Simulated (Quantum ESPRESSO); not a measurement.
# Al3MgP3Se: input and log of a self-consistent run

Computed values, not a measurement. The program is pw.x of Quantum ESPRESSO 7.5 (plane-wave density functional theory). The cell is made up: 8 atoms on a zincblende/diamond lattice, with randomly drawn elements, strain and displacements, not relaxed. PseudoDojo standard norm-conserving files (v0.5 for PBE, v0.4.1 for LDA and PBEsol) set the functional; there is no spin polarisation, spin-orbit coupling or dispersion term, and the masses in the input are unused placeholders.

Input:

```
&control calculation='scf', pseudo_dir='./dojo.nc.sr.pbe.v0_5.standard.upf', outdir='./o', disk_io='medium', tprnfor=.true., tstress=.true. /
&system ibrav=0, nat=8, ntyp=4, nbnd=31, ecutwfc=85.99341389, nosym=.true., tot_charge=0,
 occupations='smearing', smearing='fd', degauss=0.0018374661
/
&electrons conv_thr=7.350e-09, electron_maxstep=60, /
ATOMIC_SPECIES
Al 1.0 Al.upf
Mg 1.0 Mg.upf
P 1.0 P.upf
Se 1.0 Se.upf
CELL_PARAMETERS angstrom
5.4928 -0.0062 -0.0016
-0.0062 5.5597 0.0026
-0.0016 0.0026 5.578
ATOMIC_POSITIONS angstrom
Al -0.0074 -0.0378 -0.0097
Al 0.0636 2.7816 2.8603
Al 2.6653 0.0516 2.7905
Mg 2.8428 2.7996 0.0201
P 1.2868 1.3232 1.3193
P 1.4378 4.2015 4.2775
Se 4.093 1.5025 4.2766
P 4.2076 4.2655 1.3745
K_POINTS automatic
4 4 4 1 1 1
```

The log is shortened where brackets say so; the opening notice, blank lines, dates and the lines on written files are dropped, and the path of the files is cut. It prints rydbergs, bohrs and kilobars, and counts compression as positive stress. With no partly filled state, the Fermi energy that it prints is only some level between the filled and the empty states on the mesh, and need not lie in the true gap.

```
     Program PWSCF v.7.5
     Parallel version (MPI & OpenMP), running on       1 processor cores
     Number of MPI processes:                 1
     Threads/MPI process:                     1
     [start-up lines left out]
     bravais-lattice index     =            0
     lattice parameter (alat)  =      10.3799  a.u.
     unit-cell volume          =    1149.5281 (a.u.)^3
     number of atoms/cell      =            8
     number of atomic types    =            4
     number of electrons       =        50.00
     number of Kohn-Sham states=           31
     kinetic-energy cutoff     =      85.9934  Ry
     charge density cutoff     =     343.9737  Ry
     scf convergence threshold =      7.3E-09
     mixing beta               =       0.7000
     number of iterations used =            8  plain     mixing
     Exchange-correlation= PBE
                           (   1   4   3   4   0   0   0)
     [axes and pseudopotential details left out]
   Cartesian axes
     site n.     atom                  positions (alat units)
         1        Al     tau(   1) = (  -0.0013472  -0.0068817  -0.0017659  )
         2        Al     tau(   2) = (   0.0115788   0.5064080   0.5207359  )
         3        Al     tau(   3) = (   0.4852349   0.0093941   0.5080283  )
         4        Mg     tau(   4) = (   0.5175499   0.5096851   0.0036593  )
         5        P      tau(   5) = (   0.2342702   0.2408970   0.2401870  )
         6        P      tau(   6) = (   0.2617607   0.7649099   0.7787462  )
         7        Se     tau(   7) = (   0.7451568   0.2735397   0.7785823  )
         8        P      tau(   8) = (   0.7660205   0.7765615   0.2502365  )
     number of k points=    32  Fermi-Dirac smearing, width (Ry)=  0.0018
                       cart. coord. in units 2pi/alat
        k(    1) = (   0.1251754   0.1235780   0.1230691), wk =   0.0625000
        k(    2) = (   0.1252470   0.1234629   0.3692508), wk =   0.0625000
     [further k points left out]
     Dense  grid:   123777 G-vectors     FFT dimensions: (  64,  64,  64)
     Estimated max dynamical RAM per process >     155.26 MB
     Initial potential from superposition of free atoms
     starting charge      49.9914, renormalised to      50.0000
     Starting wfcs are   38 randomized atomic wfcs
     total cpu time spent up to now is       13.0 secs
     per-process dynamical memory:   101.0 Mb
     Self-consistent Calculation
     iteration #  1     ecut=    85.99 Ry     beta= 0.70
     Davidson diagonalization with overlap
     ethr =  1.00E-02,  avg # of iterations =  4.0
     Threshold (ethr) on eigenvalues was too large:
     Diagonalizing with lowered threshold
     Davidson diagonalization with overlap
     ethr =  9.35E-04,  avg # of iterations =  1.1
     total cpu time spent up to now is       60.1 secs
     total energy              =    -416.89620356 Ry
     estimated scf accuracy    <       0.46771416 Ry
     iteration #  2     ecut=    85.99 Ry     beta= 0.70
     Davidson diagonalization with overlap
     ethr =  9.35E-04,  avg # of iterations =  2.5
     total cpu time spent up to now is       83.1 secs
     total energy              =    -417.00066678 Ry
     estimated scf accuracy    <       0.15542931 Ry
     iteration #  3     ecut=    85.99 Ry     beta= 0.70
     Davidson diagonalization with overlap
     ethr =  3.11E-04,  avg # of iterations =  3.5
     total cpu time spent up to now is      105.2 secs
     total energy              =    -417.03319723 Ry
     estimated scf accuracy    <       0.00947256 Ry
     iteration #  4     ecut=    85.99 Ry     beta= 0.70
     Davidson diagonalization with overlap
     c_bands:  1 eigenvalues not converged
     ethr =  1.89E-05,  avg # of iterations = 10.1
     total cpu time spent up to now is      133.0 secs
     total energy              =    -417.03552397 Ry
     estimated scf accuracy    <       0.00202612 Ry
     iteration #  5     ecut=    85.99 Ry     beta= 0.70
     Davidson diagonalization with overlap
     ethr =  4.05E-06,  avg # of iterations =  5.9
     total cpu time spent up to now is      152.7 secs
     total energy              =    -417.03591116 Ry
     estimated scf accuracy    <       0.00020932 Ry
     iteration #  6     ecut=    85.99 Ry     beta= 0.70
     Davidson diagonalization with overlap
     ethr =  4.19E-07,  avg # of iterations =  2.0
     total cpu time spent up to now is      168.7 secs
     total energy              =    -417.03594350 Ry
     estimated scf accuracy    <       0.00001388 Ry
     iteration #  7     ecut=    85.99 Ry     beta= 0.70
     Davidson diagonalization with overlap
     ethr =  2.78E-08,  avg # of iterations =  3.1
     total cpu time spent up to now is      184.7 secs
     total energy              =    -417.03594826 Ry
     estimated scf accuracy    <       0.00000077 Ry
     iteration #  8     ecut=    85.99 Ry     beta= 0.70
     Davidson diagonalization with overlap
     ethr =  1.55E-09,  avg # of iterations =  3.7
     total cpu time spent up to now is      201.3 secs
     total energy              =    -417.03594841 Ry
     estimated scf accuracy    <       0.00000023 Ry
     iteration #  9     ecut=    85.99 Ry     beta= 0.70
     Davidson diagonalization with overlap
     ethr =  4.56E-10,  avg # of iterations =  2.0
     total cpu time spent up to now is      216.6 secs
     total energy              =    -417.03594845 Ry
     estimated scf accuracy    <       0.00000001 Ry
     iteration # 10     ecut=    85.99 Ry     beta= 0.70
     Davidson diagonalization with overlap
     ethr =  2.49E-11,  avg # of iterations =  3.6
     total cpu time spent up to now is      235.4 secs
     End of self-consistent calculation
          k = 0.1252 0.1236 0.1231 ( 15494 PWs)   bands (ev):
   -68.9505 -42.4210 -42.4179 -42.3924 -42.3887 -42.3819 -35.8108 -35.7533
   -35.7345  -8.3187  -4.8851  -3.6343  -3.3994  -0.1395   0.1112   0.8658
     2.1222   2.5269   3.1070   3.2108   3.4186   3.8768   4.5174   5.2033
     5.2928   7.3333   7.4563   7.6007   8.3079   8.5598   8.8110
     [levels at the other k points left out]
     the Fermi energy is     6.3257 ev
!    total energy              =    -417.03594846 Ry
     estimated scf accuracy    <          3.9E-09 Ry
     smearing contrib. (-TS)   =      -0.00000000 Ry
     internal energy E=F+TS    =    -417.03594846 Ry
     The total energy is F=E-TS. E is the sum of the following terms:
     one-electron contribution =    -303.11200218 Ry
     hartree contribution      =     161.31397688 Ry
     xc contribution           =     -83.29755838 Ry
     ewald contribution        =    -191.94036479 Ry
     convergence has been achieved in  10 iterations
     Forces acting on atoms (cartesian axes, Ry/au):
     atom    1 type  1   force =     0.02889438   -0.01313413    0.00479580
     atom    2 type  1   force =     0.02825210    0.04193499   -0.05525175
     atom    3 type  1   force =    -0.00185057   -0.03142728   -0.03744929
     atom    4 type  2   force =    -0.06645112    0.04903627    0.08745781
     atom    5 type  3   force =     0.01368378    0.03152392    0.04757954
     atom    6 type  3   force =    -0.02960682    0.01426621   -0.04245171
     atom    7 type  4   force =     0.04859558   -0.07954487   -0.07771426
     atom    8 type  3   force =    -0.02151733   -0.01265511    0.07303387
     Total force =     0.224756     Total SCF correction =     0.000299
     Computing stress (Cartesian axis) and pressure
          total   stress  (Ry/bohr**3)                   (kbar)     P=       42.59
   0.00034259   0.00001448  -0.00008276           50.40        2.13      -12.17
   0.00001448   0.00030424   0.00003201            2.13       44.76        4.71
  -0.00008276   0.00003201   0.00022183          -12.17        4.71       32.63
     init_run     :     12.21s CPU     12.81s WALL (       1 calls)
     electrons    :    214.60s CPU    222.44s WALL (       1 calls)
     forces       :      2.69s CPU      2.75s WALL (       1 calls)
     stress       :     10.86s CPU     10.93s WALL (       1 calls)
     [timing details left out]
     PWSCF        :   4m 0.60s CPU   4m 9.29s WALL
     JOB DONE.
```

In other units: free energy -5674.063 eV for the cell, pressure 4.26 GPa, largest force component 2.249 eV/Å. A rerun of a related cell, with the same atoms placed differently, at 1467 eV and a 6 x 6 x 6 mesh moved values by no more than 0.005 eV in energy, 0.02 GPa in stress and 0.004 eV/Å in force.